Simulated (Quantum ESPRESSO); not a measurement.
```xyz
12
Lattice="3.9979 -2.5828 0.0000 3.9979 2.5828 0.0000 -0.3611 0.0000 7.2887" Properties=species:S:1:pos:R:3 pbc="T T T"
O      2.1879     0.0000     2.8579
O      5.4468     0.0000     4.4308
O      3.7236     1.2199     1.4505
O      3.9110    -1.2199     5.8382
O      3.9110     1.2199     5.8382
O      3.7236    -1.2199     1.4505
O      1.9158     0.0000     0.3950
O      5.7189     0.0000     6.8937
Na    -0.1805     0.0000     3.6444
S      2.8373     0.0000     1.5654
S      4.7974     0.0000     5.7233
Ga     0.0000     0.0000     0.0000
```

The geometry is that of Materials Project entry mp-1210086, symmetrised and not relaxed again.

### Question
What does LDA (Quantum ESPRESSO, PseudoDojo norm-conserving, 88 Ry, without SOC) give for the electronic structure near the Fermi level?

### Answer
The LDA gap is indirect, 4.07 eV, from Y to Γ; the smallest direct gap is 4.25 eV. Another valence extremum on the path lies within 0.02 eV, too close to call. Spin-orbit splittings are left out.

The structure is a Materials Project entry; no match was found in the copy of COD used, and its stability was not checked.
